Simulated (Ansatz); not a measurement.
Na (bcc, W type), conventional cell a = b = c = 4.2223 Å, α = β = γ = 90.00°. The calculation uses the primitive cell of 1 atom, to which meshes and values per cell refer.

E(V) scan at fixed shape, V₀ the volume above. Symmetry pins the atoms to their sites.

Level of theory: r2SCAN (plane waves to 500 eV, PAW, scalar-relativistic; Ansatz, a quantum-chemistry and plane-wave program). k mesh 16×16×16 (Γ-centred), Fermi-Dirac smearing 0.05 eV. E stands for the smeared free energy. Na was relaxed with its symmetry unable to fall. The PAW data are Ansatz's earlier set. The zero of ΔE is the relaxed starting cell. The last digit holds for this mesh only.

```csv
V (Å³/atom),ΔE (meV/atom)
33.873,10.8
34.814,5.8
35.755,2.5
36.696,0.6
37.637,0.0
38.578,0.5
39.519,2.0
40.460,4.4
41.401,7.6
```

Question: What is the fitted pressure derivative B₀′?

Answer: 3.6.

Question: What bulk modulus B₀ follows from a third-order Birch-Murnaghan fit?

Answer: 7.7 GPa.

(A scan under strain: stresses follow from slopes of the energy per volume, elastic moduli from its curvatures.)
